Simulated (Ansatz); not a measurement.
An Ansatz input:

```yaml
crystal:
  lattice:
    - [-1.7316272883, 1.731506463, 1.1832213372]
    - [1.731506463, -1.7316272883, 1.1832213372]
    - [2.811872862, 2.811872862, -1.183442629]
  atoms:
    - { symbol: Cr, position: [8.0178e-06, 0.9999919822, 1.0], spin: 1.5 }
    - { symbol: Cr, position: [0.7499919822, 0.2500080178, 0.5], spin: 1.5 }
hamiltonian:
  xc: r2scan
  pseudopotentials:
    kind: paw
    azcp:
      Cr: "pseudopotentials/Cr.paw.azcp"
basis:
  ecutwfc: 500
  fft_grid_basis: typed
kpoints:
  mp_grid: { grid: [17, 17, 9], shift: [0, 0, 0] }
magnetization:
  spin_polarized: true
scf:
  occupations: { method: fermi_dirac, width: 0.05 }
  lower_state_search: "off"
output:
  stress: true
```

Terminal output

```
Engine: ansatz 0.2.0, x86_64-unknown-linux-gnu
Pseudopotentials: kind: paw
Pseudopotential: Cr, paw, valence charge 14, recommended cutoff 500 eV (meta_gga) 
Functional definition: r2SCAN
  parameter k0 = 0.174
  parameter k1 = 0.065
  parameter a1 = 4.9479
  exchange = r2scan_x(k0 = k0, k1 = k1, a1 = a1)
  correlation = r2scan_c
Crystal: 2 atoms, lattice volume = 23.044 Å³
Basis set: ecut = 500 eV, 591 PW (Γ), exchange–correlation on 80×80×128 points (64 copies of the dense FFT grid, shifted against one another)
Bands: 20, of which v1, the nominal top of the filled ones, is band 14 counted from 1 (13 counted from 0)
Symmetry: 4 space group operations
Space group: C2/c (ITA 15), of the structure as read, at distance tolerance 2.8e-5 Å
Magnetic group: BNS 15.85 (UNI 92), of the structure as read, at distance tolerance 2.8e-5 Å
k-points: 693 of 2601
Non-local potential: Cr, projectors of the file, l = 0: 3, l = 1: 2, l = 2: 3, l = 3: 1
PAW form: soft (Blöchl's): semilocal exchange-correlation on the pseudo side does not see the compensation charge
PAW frozen core: Cr, regenerated for the run's functional (the file was generated under x = pbe(κ = 0.804, μ = 0.2195149727645171), c = pbe(β = 0.06672455060314922))
PAW one-centre angular grid: Cr, 590 points (default); XC on 160 Gauss nodes
Initial density: superposition of atomic densities (chi_scale 0.1, normalization cell)
Starting moments: Σ|m| = 3 μB on 2 of 2 sites
Initial wavefunctions: pseudopotential atomic-orbital guess
Functional: x = r2scan, c = r2scan; τ floored in thin density (d = 2e-4 eV/Å³)
SCF iter   1: F=-6759.210181 eV  HF=-6766.218799 eV  |F-HF|=7.01e0  |Δ(HF+E_count)|=         —  Δρ=2.11e-1 (↑2.11e-1 ↓5.79e-2)  dr2=9.96e0  dr2_τ=1.00e-1  dr2_m=2.23e0  M=0.979 μB ∫|m|=0.993 μB  β_m=0.30  ethr=3.10e-3  ⟨swp⟩=3.6  Hψ=103176  notcnv=0
SCF iter   2: F=-6763.096418 eV  HF=-6764.300512 eV  |F-HF|=1.20e0  |Δ(HF+E_count)|=    1.92e0  Δρ=1.28e-1 (↑1.28e-1 ↓4.48e-2)  dr2=2.92e0  dr2_τ=6.00e-2  dr2_m=1.15e0  M=0.932 μB ∫|m|=0.953 μB  β_m=0.30  ethr=3.10e-3  ⟨swp⟩=2.0  Hψ=67330  notcnv=0  defer=834  κ⁻¹=1.0e0(r=1)
SCF iter   3: F=-6764.281055 eV  HF=-6764.103034 eV  |F-HF|=1.78e-1  |Δ(HF+E_count)|=   1.97e-1  Δρ=5.69e-2 (↑5.69e-2 ↓5.64e-2)  dr2=1.30e-1  dr2_τ=2.38e-2  dr2_m=6.14e-1  M=0.870 μB ∫|m|=0.891 μB  β_m=0.30  ethr=3.10e-3  ⟨swp⟩=2.3  Hψ=60526  notcnv=0  defer=811  κ⁻¹=2.0e-3(r=2)
SCF iter   4: F=-6764.352315 eV  HF=-6764.233058 eV  |F-HF|=1.19e-1  |Δ(HF+E_count)|=   1.30e-1  Δρ=5.13e-2 (↑3.94e-2 ↓5.13e-2)  dr2=3.44e-2  dr2_τ=1.25e-2  dr2_m=4.31e-1  M=0.717 μB ∫|m|=0.743 μB  β_m=0.30  ethr=4.64e-4  ⟨swp⟩=2.1  Hψ=68470  notcnv=0  defer=671  κ⁻¹=1.0e-4(r=3)
SCF iter   5: F=-6764.397880 eV  HF=-6764.300803 eV  |F-HF|=9.71e-2  |Δ(HF+E_count)|=   6.77e-2  Δρ=4.03e-2 (↑3.80e-2 ↓4.03e-2)  dr2=1.73e-3  dr2_τ=8.87e-3  dr2_m=3.23e-1  M=0.571 μB ∫|m|=0.603 μB  β_m=0.30  ethr=1.23e-4  ⟨swp⟩=2.0  Hψ=44153  notcnv=0  defer=672  κ⁻¹=1.1e-5(r=4)
...
iter 19 did not close the SCF: its close was put off for a magnetic moment that had not settled (scf_convergence_deferred on its scf_iter line)
SCF iter  19: F=-6764.472713 eV  HF=-6764.472713 eV  |F-HF|=3.40e-8  |Δ(HF+E_count)|=   4.77e-8  Δρ=1.33e-6 (↑8.24e-7 ↓1.33e-6)  dr2=1.02e-10  dr2_τ=7.42e-12  dr2_m=2.21e-10  M=-0.000 μB ∫|m|=0.000 μB  β_m=1.20  ethr=1.00e-12  ⟨swp⟩=1.0  Hψ=84055  notcnv=0  κ⁻¹=2.7e-7(r=8)
SCF iter  20: F=-6764.472713 eV  HF=-6764.472713 eV  |F-HF|=6.33e-9  |Δ(HF+E_count)|=   3.01e-8  Δρ=4.81e-7 (↑3.74e-7 ↓4.81e-7)  dr2=2.46e-11  dr2_τ=2.38e-12  dr2_m=2.76e-11  M=0.000 μB ∫|m|=0.000 μB  ethr=1.00e-12  ⟨swp⟩=1.0  Hψ=84748  notcnv=0
WARN: the starting moments were not kept: the SCF closed with an absolute magnetisation of 4.9e-5 μB, where they sum to 3 μB in size (2 sites). That is at most 0.1 of that sum. Measured as dr2_m measures the in/out step, that magnetisation stands 8.3e-10 eV from none, at or under the dr2_threshold of 1.0e-7 eV: it is no larger than a step whose dr2_m would equal this threshold. The system may hold no moment; this SCF shows only that its start led to no more than that. To try another start: raise the starting moments (crystal.atoms[].spin, magnetization.per_species, magnetization.initial_magnetization, or on a non-collinear deck that types none of these the spinor_matrix: blocks that start its atoms; where the total moment is fixed, keep their sum and leave initial_magnetization as it is; typed ones take the place of any that the run laid by itself, positive ones on a crystal's lanthanoids without a Hubbard term where scf.initial_density.shell_occupations: [] is typed) or, if the notice of its spin-set hold's release reads "site moments contracting" or "site moments show no strong build", lengthen the hold (scf.mixing.spin_hold: { on: { confirm: 4 } }; for m-r²SCAN on two components see the key's manual first). Each may lead to a state that holds a moment. A second SCF, from the converged charge density, with the starting moments and any scf.initial_density.shell_occupations laid on it anew, would have followed, and was not run: the deck does not ask for one (magnetization.retry_lost_moments is false, the default). To let it run, set magnetization.retry_lost_moments: true and run the deck again, where that key's refused combinations let it; where memory then withholds it, that run's warning says so.
SCF 1 converged in 20 iterations: F = -6764.472713 eV  dr2 = 2.46e-11
this state was not tested for a lower state beside it, because the mixer in use, unlike msr1, does not test its closes by its own steps (another_mixer; see scf.mixing.algorithm and scf.lower_state_search)
SCF converged after 20 iterations
Magnetization: 0.0000 μB (14.0000 up, 14.0000 down)
Absolute magnetization: 0.0001 μB (∫|ρ↑−ρ↓|, with the PAW one-centre terms)
Spin contamination: 0.0000 ħ² per cell (⟨S²⟩ above its minimum at these occupations)
Per-site moments (μB) at R_I (Å): [(4.476958162410179e-6, 0.976157605734742), (4.476958162565606e-6, 0.976157605734742)]
Free energy (F): -6764.472713 eV
Harris-Foulkes:  -6764.472713 eV  (|F-HF|=6.33e-9)
Internal energy: -6764.461582 eV  (E = F + TS)
E sigma→0 (E₀):  -6764.467148 eV
Entropy (-TS):   -0.011131 eV (-5.565 meV/atom)
Fermi energy:    19.243083 eV
--- Per-component energies (eV) ---
  E_band       = -321.594751
  E_kinetic    = 688.432898
  E_local      = -2360.451655  (includes V_loc(G=0)·N_el)
  E_nonlocal   = 158.119721
  E_hartree    = 1031.646401
  E_xc         = -276.172363
  E_vxc        = -401.943813  (∫ρ·V_xc dr)
  E_paw        = -2404.967024  (= ΣΔE_a)
  E_vpaw       = -494.428235  (= ΣTr[D̂ρ^β])
  E_aug_tail   = 0.000446  (compensation charges beyond the density's cutoff)
  E_vtau       = 25.382816  (kinetic-family band-sum trace: ∫τ·v_τ [+ j·A + Jᵃ·Aᵃ] dr)
  E_ewald      = -3600.525352
  E_core_change = -0.544655  (= ΣΔE_core)
  E_smearing   = -0.011131  (= −TS)
  E_closure    = 0.000000  (closes the sum)
  Σ components = -6764.472713   (vs F -6764.472713, Δ=0.00e0)
--- Stress (GPa, compression-positive) ---
       -0.068513      -0.029283       0.019506
       -0.029283      -0.068513       0.019506
        0.019506       0.019506       0.210944
  P = ⅓ Tr σ = 0.0246 GPa (0.246 kbar)
```

Launched by

```sh
ansatz run input.yaml --threads 2 --pin off --max-ram 6144MiB --backend cpu --events-out ev --progress --plain --runs-dir out
```

On 2 threads of Intel(R) Xeon(R) Platinum 8259CL CPU @ 2.50GHz (Skylake/Cascade Lake) (shared host) this took about 140 s of wall time and 250 s of CPU time.
